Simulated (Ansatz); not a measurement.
MoSi₂ (MoSi2 type, space group I4/mmm)

```
CELL_PARAMETERS angstrom
     -1.60846     1.60846     3.93652
      1.60846    -1.60846     3.93652
      1.60846     1.60846    -3.93652
ATOMIC_POSITIONS crystal
  Mo 0.00000 0.00000 0.00000
  Si 0.33511 0.33511 0.00000
  Si 0.66489 0.66489 0.00000
```

The volume is varied about the relaxed value V₀ at fixed cell shape. The atoms relax within the cell's symmetry.

Level of theory: PBE (plane waves to 420 eV, PAW, scalar-relativistic; Ansatz, a quantum-chemistry and plane-wave program). k mesh 20×20×20 (Γ-centred), Fermi-Dirac smearing 0.05 eV. E stands for the smeared free energy. Stress and pressure are positive under compression. With the shape held, the modulus is that of even scaling; a crystal free to change shape is softer. MoSi2 is run without spin polarisation. MoSi2 was relaxed with its symmetry unable to fall. ΔE is measured from the relaxed starting cell. The last digit holds for this mesh only.

```csv
V (Å³/atom),ΔE (meV/atom)
12.764,withheld
12.900,23.9
13.036,15.0
13.172,8.3
13.307,3.6
13.443,0.9
13.579,0.0
13.715,0.9
13.851,3.4
13.986,7.4
14.122,12.9
14.258,19.9
14.394,28.1
```

Task: Fit a third-order Birch-Murnaghan form (E₀, V₀, B₀, B₀′ free) to the given rows and predict ΔE at V = 12.764.

Result: Least squares on the 12 given rows: ΔE = E₀ + (9V₀B₀/16)·y²·[2 + (B₀′ − 4)y], y = (V₀/V)^(2/3) − 1, with V₀ = 13.579 Å³/atom, B₀ = 205.0 GPa (160.2 GPa = 1 eV/Å³; the term in eV is multiplied by 1000), B₀′ = 4.58, E₀ = 0.02 meV/atom; root-mean-square residual 0.02 meV/atom. At 12.764 the fit gives 35.1 meV/atom; the calculation gives 35.1 meV/atom, the same to the digits shown. For the pressure the fit gives 14.6 GPa against the computed 14.6 GPa.

(A scan under strain: stresses follow from slopes of the energy per volume, elastic moduli from its curvatures.)
